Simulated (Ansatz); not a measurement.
## GeCl₂ (Fd-3m) at 2 levels of theory

One geometry, relaxed with PBE; plane waves with PAW potentials in Ansatz, scalar-relativistic. No spin polarisation. Gaps are the least over mesh and band path; pressure is positive in compression.

```cif
data_structure
_symmetry_space_group_name_H-M 'P 1'
_symmetry_Int_Tables_number 1
_cell_length_a 8.2254
_cell_length_b 8.2254
_cell_length_c 8.2254
_cell_angle_alpha 60.000
_cell_angle_beta 60.000
_cell_angle_gamma 60.000
_cell_volume 393.51
loop_
_atom_site_label
_atom_site_type_symbol
_atom_site_fract_x
_atom_site_fract_y
_atom_site_fract_z
_atom_site_occupancy
Ge1 Ge 0.25000 0.25000 0.25000 1
Ge2 Ge 0.00000 0.00000 0.00000 1
Cl1 Cl 0.12500 0.12500 0.12500 1
Cl2 Cl 0.12500 0.12500 0.62500 1
Cl3 Cl 0.12500 0.62500 0.12500 1
Cl4 Cl 0.62500 0.12500 0.12500 1
```

| level | cutoff (eV) | k mesh | gap (eV) | pressure (GPa) |
| --- | --- | --- | --- | --- |
| PBE | 420 | 6×6×6 | 0.61 | 0.0 |

Question: What comes out on the same cell with r2SCAN?

Answer:
```csv
level,cutoff (eV),k mesh,gap (eV),pressure (GPa)
r2SCAN,500,6×6×6,0.68,-0.3
```

The structure comes from a generated guess; another structure or a mixture of phases may lie lower.
